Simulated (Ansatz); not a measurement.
Starting cell, Be (hcp, Mg type):

```
Be
1.0
    4.52742     0.00000     0.00000
   -1.13186     1.96043     0.00000
    0.00000     0.00000     3.56389
Be
4
Direct
  0.16667   0.66667   0.75000
  0.66667   0.66667   0.75000
  0.33333   0.33333   0.25000
  0.83333   0.33333   0.25000
```

A phonon eigenvector at M = (0.5, 0.0, 0.0) is frozen into this cell: atom i moves by Q times the vector below, so Q is the largest atomic displacement, in Å. The cell is held. (q is in reciprocal vectors of the primitive cell; the cell shown is doubled to hold the pattern.)

```tsv
atom	x	y	z
Be1	0.500	-0.866	0.000
Be2	-0.500	0.866	0.000
Be3	-0.500	0.866	0.000
Be4	0.500	-0.866	0.000
```

Level of theory: r2SCAN (plane waves to 500 eV, PAW, scalar-relativistic; Ansatz, a first-principles code). k mesh 23×23×13 (Γ-centred), Fermi-Dirac smearing 0.05 eV. The energy includes the smearing's −TS. With partly filled bands, energies and forces of such displacements shift with the k mesh and the smearing. Be was relaxed with its symmetry unable to fall. The zero of ΔE is the undisplaced structure. The last digit holds for this mesh only.

```json
[
 {"Q (Å)": "-0.1000", "ΔE (meV/cell)": "229.8"},
 {"Q (Å)": "-0.0833", "ΔE (meV/cell)": "160.5"},
 {"Q (Å)": "-0.0667", "ΔE (meV/cell)": "103.3"},
 {"Q (Å)": "-0.0500", "ΔE (meV/cell)": "58.3"},
 {"Q (Å)": "-0.0333", "ΔE (meV/cell)": "withheld"},
 {"Q (Å)": "-0.0167", "ΔE (meV/cell)": "6.5"},
 {"Q (Å)": "0.0000", "ΔE (meV/cell)": "0.0"},
 {"Q (Å)": "0.0167", "ΔE (meV/cell)": "6.5"},
 {"Q (Å)": "0.0333", "ΔE (meV/cell)": "withheld"},
 {"Q (Å)": "0.0500", "ΔE (meV/cell)": "58.3"},
 {"Q (Å)": "0.0667", "ΔE (meV/cell)": "103.3"},
 {"Q (Å)": "0.0833", "ΔE (meV/cell)": "160.5"},
 {"Q (Å)": "0.1000", "ΔE (meV/cell)": "229.8"}
]
```

### Question
Fit an even polynomial form (powers 2, 4) to the given rows and predict ΔE at Q = 0.0333.

### Answer
Least squares on the 11 given rows: ΔE = (23430)·Q² + (-45040)·Q⁴, in meV/cell with Q in Å; root-mean-square residual 0.05 meV/cell. At 0.0333 the fit gives 25.9 meV/cell; the calculation gives 26.0 meV/cell, so the interpolation is off by -0.1 (-0.4 %). The quadratic term alone would give 26.0 meV/cell.

(A displaced cell: forces are minus the slopes of the energy, force constants its curvatures, and phonons follow from these.)
